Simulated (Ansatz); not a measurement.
The relaxed structure here is a generated cell of Al2O3: the first start was made by placing the elements on the sites of a structure type, and the end was not matched to a known phase here, so it may be hypothetical. Known forms of Al2O3 include space group No. 167.

A relaxed structure of Al2O3. Space group P4/mbm (No. 127). All values below come from PBEsol (plane waves to 420 eV, PAW, scalar-relativistic; Ansatz, a first-principles code).

Space group P4/mbm (No. 127); a = b = 5.454 Å, c = 2.777 Å, α = β = γ = 90.00°

| atom | site | symmetry | x | y | z |
|---|---|---|---|---|---|
| O | 2a | 4/m.. | 0.0000 | 0.0000 | 0.0000 |
| O | 4h | m.2m | 0.3567 | 0.1433 | 0.5000 |
| Al | 4g | m.2m | 0.1976 | 0.3024 | 0.0000 |

Problem. What is the computed band gap (PBEsol)?

Solution. 1.43 eV, direct at Γ (no spin-orbit coupling).

No spin polarisation in the result.

The run could not lower the symmetry of its start; a shaken copy of this end point relaxes with PBEsol to C2 (No. 5), 0.695 eV/atom lower.
